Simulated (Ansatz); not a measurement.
One crystal and one scan (energy against volume) at two levels, PBE (plane waves to 420 eV, PAW, scalar-relativistic; Ansatz, an electronic-structure program) and r2SCAN (plane waves to 500 eV, PAW, scalar-relativistic; Ansatz), each from its own relaxed cell and on its own mesh. The cell shown is that of PBE.

CdSe (zinc blende)

```
CdSe
1.0
    0.00000     3.09822     3.09822
    3.09822     0.00000     3.09822
    3.09822     3.09822     0.00000
Se Cd
1 1
Cartesian
  4.64734   4.64734   4.64734
  0.00000   0.00000   0.00000
```

This relaxed cell (volume V₀) is scaled evenly in all directions, its shape held. Symmetry pins the atoms to their sites.

E stands for the smeared free energy. CdSe was relaxed with its symmetry unable to fall. The PAW data are Ansatz's earlier set. Percentages come from the unrounded values. Both scans cover V/V₀ from 0.840 to 1.160.

```tsv
quantity	PBE	r2SCAN	PBE − r2SCAN
Lattice constant a (Å)	6.196	6.133	+0.063 (+1.0 %)
Band gap of the relaxed cell, no spin-orbit coupling (eV)	0.49	1.03	-0.54 (-52 %)
Pressure at the smallest volume (GPa)	11.7	13.4	-1.7 (-12 %)
Energy cost of the largest compression (meV/atom)	147.6	164.2	-16.6 (-10 %)
Energy cost of the largest expansion (meV/atom)	80.3	90.0	-9.7 (-11 %)
Bulk modulus B₀ (third-order Birch-Murnaghan fit) (GPa)	44.7	51.5	-6.8 (-13 %)
Pressure derivative B₀′ (fit)	4.7	4.6	+0.1 (+3 %)
Pressure for 5 % compression (fit) (GPa)	2.6	3.0	-0.4 (-13 %)
```

PBE gives the higher value for: lattice constant a. PBE gives the lower value for: band gap of the relaxed cell, no spin-orbit coupling; pressure at the smallest volume; energy cost of the largest compression; energy cost of the largest expansion; bulk modulus B₀; pressure for 5 % compression. For the lattice constant a the reference is 6.077 Å (measured, room temperature or unstated; as given in arXiv:1206.3780): it holds thermal shifts, so no verdict is drawn. 

ΔE (meV/atom), each from the relaxed starting cell of its own level:

```
V/V₀     PBE  r2SCAN
-----  -----  ------
0.840  147.6   164.2
0.867   96.6   107.7
0.893   58.4    65.2
0.920   31.0    34.7
0.947   13.0    14.7
0.973    3.1     3.5
1.000    0.0     0.0
1.027    2.8     3.1
1.053   10.8    11.9
1.080   23.1    25.7
1.107   39.1    43.6
1.133   58.3    65.3
1.160   80.3    90.0
```

(Under strain, the slope of the energy per volume gives the stress and its curvature an elastic modulus.)
